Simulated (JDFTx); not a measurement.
An input for a modified build of JDFTx (AlRu(100), CANDLE, water, 1 M NaCl; bohr, hartree) and the course of its log:

```
lattice \
  5.6361081667 0.0000000000 0.0000000000 \
  0.0000000000 5.6361081667 0.0000000000 \
  0.0000000000 0.0000000000 47.0541805032
coords-type Lattice
ion Al 0.0000000000 0.0000000000 -0.1728943986 0
ion Al 0.0000000000 0.0000000000 -0.0598895580 0
ion Al 0.0000000000 0.0000000000 0.0598895580 0
ion Al 0.0000000000 0.0000000000 0.1728943986 0
ion Ru 0.5000000000 0.5000000000 -0.1197791160 0
ion Ru 0.5000000000 0.5000000000 0.0000000000 0
ion Ru 0.5000000000 0.5000000000 0.1197791160 0
ion-species pseudo/al_pbe_v1.upf
ion-species pseudo/ru_pbe_v1.2.upf
elec-cutoff 20 100
elec-ex-corr gga-PBE
coulomb-interaction Slab 001
coulomb-truncation-embed 0 0 0
kpoint-folding 8 8 1
elec-smearing Fermi 0.01
elec-n-bands 43
target-mu -0.085993
electronic-scf nIterations 100 energyDiffThreshold 1e-07
fluid LinearPCM
pcm-variant CANDLE
fluid-solvent H2O
fluid-cation Na+ 1
fluid-anion Cl- 1
fluid-minimize nIterations 400 knormThreshold 1e-12
wavefunction read f0.wfns
elec-initial-eigenvals f0.eigenvals
elec-initial-fillings read f0.fillings
fluid-initial-state f0.fluidState
dump-name f0_u1.$VAR
dump End State Ecomponents EigStats BandEigs Forces ElecDensity IonicPositions Fillings Kpoints Dtot FluidDebug BoundCharge FluidDensity
```

```
[one cycle in 5 is shown, and the last three; fluid-solver lines are left out]
	FillingsUpdate:  mu: -0.085993000  nElectrons: 61.470459
SCF: Cycle:  0   G: -287.789970661976383   dG: +6.172e-01   |Residual|: 9.270e-02   |deigs|: 5.158e-07
	FillingsUpdate:  mu: -0.085993000  nElectrons: 60.737575
SCF: Cycle:  5   G: -288.230733262731462   dG: +7.722e-03   |Residual|: 5.424e-02   |deigs|: 1.847e-04
	FillingsUpdate:  mu: -0.085993000  nElectrons: 61.938856
SCF: Cycle: 10   G: -287.319332183418283   dG: +7.935e-01   |Residual|: 1.206e-01   |deigs|: 1.315e-02
	FillingsUpdate:  mu: -0.085993000  nElectrons: 59.963440
SCF: Cycle: 15   G: -288.380870285289859   dG: +2.412e-02   |Residual|: 2.955e-02   |deigs|: 1.769e-03
	FillingsUpdate:  mu: -0.085993000  nElectrons: 60.253325
SCF: Cycle: 20   G: -288.407218405384640   dG: -4.846e-04   |Residual|: 1.828e-02   |deigs|: 1.093e-03
	FillingsUpdate:  mu: -0.085993000  nElectrons: 60.789388
SCF: Cycle: 25   G: -288.260176066970757   dG: -1.600e-01   |Residual|: 4.732e-02   |deigs|: 4.592e-03
	FillingsUpdate:  mu: -0.085993000  nElectrons: 60.917051
SCF: Cycle: 30   G: -288.169332553082711   dG: +2.873e-02   |Residual|: 5.940e-02   |deigs|: 7.248e-04
	FillingsUpdate:  mu: -0.085993000  nElectrons: 60.138637
SCF: Cycle: 35   G: -288.407779167250112   dG: -1.118e-01   |Residual|: 1.155e-02   |deigs|: 6.994e-03
	FillingsUpdate:  mu: -0.085993000  nElectrons: 60.562099
SCF: Cycle: 40   G: -288.313564890079249   dG: +6.245e-02   |Residual|: 3.906e-02   |deigs|: 2.736e-03
	FillingsUpdate:  mu: -0.085993000  nElectrons: 60.552963
SCF: Cycle: 45   G: -288.305554364741454   dG: -2.236e-01   |Residual|: 3.971e-02   |deigs|: 6.291e-03
	FillingsUpdate:  mu: -0.085993000  nElectrons: 58.938769
SCF: Cycle: 50   G: -287.682570270027384   dG: +4.517e-01   |Residual|: 8.781e-02   |deigs|: 3.916e-03
	FillingsUpdate:  mu: -0.085993000  nElectrons: 61.703299
SCF: Cycle: 55   G: -287.788603420161962   dG: -5.511e+00   |Residual|: 9.059e-02   |deigs|: 3.965e-02
	FillingsUpdate:  mu: -0.085993000  nElectrons: 57.168330
SCF: Cycle: 60   G: -284.060796426093532   dG: +4.283e+00   |Residual|: 2.145e-01   |deigs|: 2.815e-02
	FillingsUpdate:  mu: -0.085993000  nElectrons: 56.618736
SCF: Cycle: 65   G: -282.060840781134345   dG: +5.981e+00   |Residual|: 2.587e-01   |deigs|: 1.865e-02
	FillingsUpdate:  mu: -0.085993000  nElectrons: 62.427647
SCF: Cycle: 70   G: -287.054347691129692   dG: -1.238e-01   |Residual|: 1.364e-01   |deigs|: 2.255e-03
	FillingsUpdate:  mu: -0.085993000  nElectrons: 61.276088
SCF: Cycle: 75   G: -288.006591035913800   dG: -1.011e+00   |Residual|: 7.599e-02   |deigs|: 1.428e-02
	FillingsUpdate:  mu: -0.085993000  nElectrons: 60.549225
SCF: Cycle: 80   G: -288.340187170094737   dG: +4.914e-02   |Residual|: 3.303e-02   |deigs|: 2.299e-03
	FillingsUpdate:  mu: -0.085993000  nElectrons: 59.861457
SCF: Cycle: 85   G: -288.384117312355670   dG: +1.116e-02   |Residual|: 2.184e-02   |deigs|: 1.323e-03
	FillingsUpdate:  mu: -0.085993000  nElectrons: 60.633600
SCF: Cycle: 90   G: -288.368239919352732   dG: -1.021e+00   |Residual|: 2.724e-02   |deigs|: 1.571e-02
	FillingsUpdate:  mu: -0.085993000  nElectrons: 61.224523
SCF: Cycle: 95   G: -288.159547188863712   dG: -1.319e-01   |Residual|: 6.001e-02   |deigs|: 2.350e-03
	FillingsUpdate:  mu: -0.085993000  nElectrons: 61.423390
SCF: Cycle: 97   G: -288.039079059737787   dG: -4.932e-03   |Residual|: 7.102e-02   |deigs|: 2.613e-04
	FillingsUpdate:  mu: -0.085993000  nElectrons: 61.370529
SCF: Cycle: 98   G: -287.958454107860575   dG: +8.062e-02   |Residual|: 7.916e-02   |deigs|: 2.275e-03
	FillingsUpdate:  mu: -0.085993000  nElectrons: 61.104915
SCF: Cycle: 99   G: -288.091493850826794   dG: -1.330e-01   |Residual|: 6.767e-02   |deigs|: 2.444e-03
SCF: None of the convergence criteria satisfied after 100 iterations.
IonicMinimize: Iter:   0  G: -288.091493850826794  |grad|_K:  0.000e+00
IonicMinimize: Converged (|grad|_K<1.000000e-04).
```

This run gave no converged result. The electronic loop ended without meeting its threshold, so the last energy, electron count and forces aren't results.
